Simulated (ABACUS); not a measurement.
Worked example: self-consistent single point of Ag (R-3m, 18 atoms in the cell; from Materials Project mp-989737) in ABACUS.

Computed with ABACUS 3.10.1 with LDA (PW92), numerical atomic orbitals DZP (confined pseudo-atomic orbitals; energy shift 0.01 Ry), PseudoDojo 0.4 standard norm-conserving LDA (tails mended) pseudopotentials.

```
Ag
1.0
    2.94609     0.00000     0.00000
    0.00000     5.10278     0.00000
    0.00000     0.00000    21.61395
Ag
18
Direct
  0.00000   0.00000   0.00000
  0.00000   0.00000   0.77772
  0.00000   0.33333   0.88895
  0.50000   0.16667   0.33333
  0.50000   0.16667   0.11105
  0.00000   0.00000   0.22228
  0.00000   0.33333   0.66667
  0.00000   0.33333   0.44438
  0.50000   0.16667   0.55562
  0.50000   0.50000   0.00000
  0.50000   0.50000   0.77772
  0.50000   0.83333   0.88895
  0.00000   0.66667   0.33333
  0.00000   0.66667   0.11105
  0.50000   0.50000   0.22228
  0.50000   0.83333   0.66667
  0.50000   0.83333   0.44438
  0.00000   0.66667   0.55562
```

Reference input (self-consistent single point, DFT, LDA (PW92), numerical atomic orbitals DZP (confined pseudo-atomic orbitals; energy shift 0.01 Ry), PseudoDojo 0.4 standard norm-conserving LDA (tails mended) pseudopotentials): basis = DZP numerical atomic orbitals, energy shift 0.01 Ry; KPT = Gamma 6 3 1 0 0 0; basis_type = lcao; dft_functional = PWLDA; ecutwfc = 100 Ry; smearing_method = fd; smearing_sigma = 0.00367493 Ry; potentials = PseudoDojo 0.4 standard norm-conserving LDA (tails mended); symmetry = 1; symmetry_prec = 1e-05; ks_solver = genelpa; scf_nmax = 100. This run's input differs from it in these lines:

```diff
@@ -10,4 +10,4 @@
 symmetry_prec        1e-05
-smearing_method      fd
-smearing_sigma       0.00367493
+smearing_method      mv
+smearing_sigma       0.00734986
 ks_solver            genelpa
```

Output (repeated stretches shortened):

```
 SELF-CONSISTENT
 -------------------------------------------

                  longest orb rcut (Bohr) = 6.8
   longest nonlocal projector rcut (Bohr) = 1.66
                     search radius (Bohr) = 16.9

                          real space grid = [ 36, 64, 270 ]
                                 init_chg = atomic

 LCAO ALGORITHM --------------- ION=   1  ELEC=   1--------------------------------

 Density error is 0.0380367334716
 E_KohnSham     -5577.3819173118     -75884.1739976052
 E_Fermi        1.1938779485         16.2435428162

 LCAO ALGORITHM --------------- ION=   1  ELEC=   2--------------------------------

   [... lines left out ...]

   [... 8 blocks of this kind left out ...]

 LCAO ALGORITHM --------------- ION=   1  ELEC=  11--------------------------------

 Density error is 2.5213336091e-07
 E_KohnSham     -5577.8634550689     -75890.7256549037
 E_Fermi        1.1692298625         15.9081884017

 LCAO ALGORITHM --------------- ION=   1  ELEC=  12--------------------------------

 Density error is 5.04400508963e-09
 E_KohnSham     -5577.8634550690     -75890.7256549052
 E_KS(sigma->0) -5577.8633585578     -75890.7243418030
 E_entropy(-TS) -0.0001930224        -0.0026262045
 E_Fermi        1.1692298639         15.9081884206
 charge density convergence is achieved
 final etot is -75890.725655 eV
 EFERMI = 15.908188421 eV

 STATE ENERGY(eV) AND OCCUPATIONS    NSPIN == 1
   [... 203 lines left out ...]

 TOTAL-FORCE (eV/Angstrom)
                       Ag1         0.0000000000         0.0000000000         0.0000000000
                       Ag2         0.0000000000         0.0176027437         0.0026547914
                       Ag3         0.0000000000        -0.0185743219        -0.0055730234
                       Ag4         0.0000000000         0.0006260872         0.0069697847
                       Ag5         0.0000000000         0.0185795875         0.0055733429
                       Ag6         0.0000000000        -0.0176027437        -0.0026547914
                       Ag7         0.0000000000        -0.0006203430        -0.0069703277
   [... lines left out ...]

 TOTAL-STRESS (KBAR)
       -99.5327052096         0.0000000000         0.0000000000
         0.0000000000      -135.0998225664        -0.2726439244
         0.0000000000        -0.2726439244      -154.5084300599
 TOTAL-PRESSURE: -129.713653 KBAR

 --------------------------------------------
 !FINAL_ETOT_IS -75890.7256549052108312 eV
 --------------------------------------------
```

The run converged in 12 iterations. Against the reference run the free energy rises by 1.0 meV/atom and the pressure hardly changes (-12.95 to -12.97 GPa).

The atom-centred basis is finite, which shifts total energies and pressures against plane waves. This run is one point of a test of settings, so its values need not be converged; read them against the reference run alone. The structure comes from a collection of computed structures, made at another level of theory; the collection holds predicted forms beside known ones. No clean gap shows at this smearing width and mesh (spacing up to 0.41 Å⁻¹); the mesh is coarse for partly filled bands, so the values carry mesh errors.

Cost on one core: very roughly 100 core-seconds.

The atomic orbitals were generated for these runs; they are not ABACUS's published sets and were checked against plane waves on a few crystals only.

“Tails mended”: in these copies of the files the far tail of each local potential was reset to the Coulomb form.
